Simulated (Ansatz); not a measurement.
Computed with Ansatz, DFT PBE+U, scalar-relativistic, plane waves, PAW.

Structure of CoPtO2:

```
CELL_PARAMETERS angstrom
1.42886 0.82495 5.96662
-1.42886 0.82495 5.96662
0.00000 -1.64991 5.96662
ATOMIC_POSITIONS crystal
Co 0.50000 0.50000 0.50000
Pt 0.00000 0.00000 0.00000
O 0.88803 0.88803 0.88803
O 0.11197 0.11197 0.11197
```

Cutoff 420 eV; k points 18×18×18 on the computed 4-atom cell (Γ-centred); Gaussian smearing, width 0.10 eV; U_eff Co 3.32 eV on the d shells (Löwdin-orthogonalised atomic orbitals); no spin polarisation.

Levels along Γ–T–H2 | H0–L–Γ–S0 | S2–F–Γ, in eV from the Fermi level, sorted by energy at each point. Points in fractions of the primitive reciprocal vectors: Γ (0.000 0.000 0.000), T (0.500 0.500 0.500), H2 (0.821 0.179 0.500), H0 (0.500 -0.179 0.179), L (0.500 0.000 0.000), S0 (0.340 -0.340 0.000), S2 (0.660 0.000 0.340), F (0.500 0.000 0.500).
```tsv
point	k (1/Å, with 2π)	band 20	band 21	band 22	band 23	band 24	band 25	band 26
Γ	0.000	-2.92	-2.92	-2.86	-1.50	-1.50	2.00	2.00
-	0.075	-2.92	-2.92	-2.78	-1.44	-1.44	1.99	1.99
-	0.150	-2.93	-2.93	-2.61	-1.31	-1.31	1.94	1.94
-	0.226	-2.93	-2.93	-2.44	-1.13	-1.13	1.87	1.87
-	0.301	-2.94	-2.94	-2.30	-0.94	-0.94	1.78	1.78
-	0.376	-2.95	-2.95	-2.20	-0.77	-0.77	1.69	1.69
-	0.451	-2.96	-2.96	-2.15	-0.66	-0.66	1.63	1.63
T	0.526	-2.96	-2.96	-2.13	-0.61	-0.61	1.60	1.60
-	0.728	-3.02	-2.81	-2.14	-0.73	-0.65	1.45	1.59
-	0.929	-2.81	-2.35	-2.21	-1.04	-0.76	1.16	1.53
-	1.131	-2.70	-2.37	-1.53	-1.46	-0.98	0.97	1.44
-	1.332	-2.67	-2.55	-1.94	-1.27	-0.34	0.95	1.36
-	1.534	-2.72	-2.67	-2.33	-1.52	0.67	1.30	1.31
-	1.735	-2.87	-2.49	-2.33	-1.73	0.67	1.31	1.87
H2	1.936	-2.75	-2.56	-2.09	-1.91	0.54	1.31	1.75
H0	1.936	-2.75	-2.56	-2.09	-1.91	0.54	1.31	1.75
-	2.049	-2.68	-2.57	-2.00	-1.94	0.53	1.31	1.68
-	2.162	-2.69	-2.24	-2.08	-1.79	0.59	1.31	1.66
-	2.274	-2.57	-2.17	-1.80	-1.63	0.71	1.30	1.66
-	2.387	-2.49	-2.26	-1.54	-1.22	0.89	1.29	1.66
-	2.500	-2.44	-2.35	-1.41	-0.67	1.09	1.26	1.64
-	2.612	-2.43	-2.42	-1.32	-0.18	1.24	1.28	1.59
L	2.725	-2.44	-2.42	-1.29	0.05	1.22	1.39	1.53
-	2.908	-2.57	-2.27	-1.26	-0.14	0.32	1.23	1.54
-	3.091	-2.67	-2.13	-1.20	-1.19	-0.65	1.17	1.57
-	3.274	-2.72	-2.38	-2.01	-1.31	-1.17	1.19	1.63
-	3.458	-2.70	-2.64	-2.00	-1.96	-1.24	1.35	1.74
-	3.640	-2.73	-2.62	-2.48	-1.87	-1.35	1.62	1.86
-	3.824	-2.88	-2.81	-2.74	-1.62	-1.46	1.89	1.97
Γ	4.007	-2.92	-2.92	-2.86	-1.50	-1.50	2.00	2.00
-	4.220	-2.82	-2.78	-2.72	-1.63	-1.49	1.85	1.96
-	4.434	-2.78	-2.60	-2.25	-1.73	-1.51	1.54	1.78
-	4.647	-2.77	-2.57	-1.64	-1.59	-1.33	1.31	1.50
-	4.860	-2.64	-2.60	-1.77	-1.61	-0.09	1.21	1.25
-	5.074	-2.62	-2.55	-2.02	-1.66	0.76	1.27	1.28
-	5.287	-2.50	-2.47	-2.21	-1.76	0.61	1.28	1.64
S0	5.500	-2.80	-2.45	-2.16	-1.89	0.51	1.33	1.72
S2	5.500	-2.80	-2.45	-2.16	-1.89	0.51	1.33	1.72
-	5.601	-2.72	-2.33	-2.12	-1.93	0.51	1.39	1.79
-	5.702	-2.64	-2.11	-2.10	-1.86	0.49	1.48	1.89
-	5.803	-2.65	-2.09	-2.03	-1.50	0.47	1.59	2.00
-	5.903	-2.69	-2.10	-1.98	-1.03	0.44	1.71	2.10
-	6.004	-2.73	-2.12	-1.91	-0.54	0.41	1.82	2.19
-	6.105	-2.77	-2.14	-1.85	-0.13	0.38	1.91	2.24
F	6.205	-2.79	-2.15	-1.83	0.05	0.37	1.94	2.26
-	6.394	-2.70	-2.03	-1.82	-0.14	0.22	0.81	1.92
-	6.582	-2.53	-1.78	-1.76	-1.15	-0.65	0.47	1.89
-	6.770	-2.46	-2.40	-1.72	-1.56	-1.30	0.62	1.87
-	6.958	-2.56	-2.38	-1.95	-1.64	-1.53	1.01	1.88
-	7.146	-2.62	-2.53	-2.47	-1.56	-1.55	1.48	1.93
-	7.334	-2.83	-2.78	-2.75	-1.53	-1.51	1.86	1.98
Γ	7.522	-2.92	-2.92	-2.86	-1.50	-1.50	2.00	2.00
```

Spin-orbit coupling is left out, which matters for the bands of heavy elements.

A ferromagnetic start lost its moments in a first run, so spin was left out; other magnetic orders weren't tried.

Cost: 1 run of about 3 core-minutes, on Intel Xeon Platinum 8375C (Ice Lake) (shared hosts).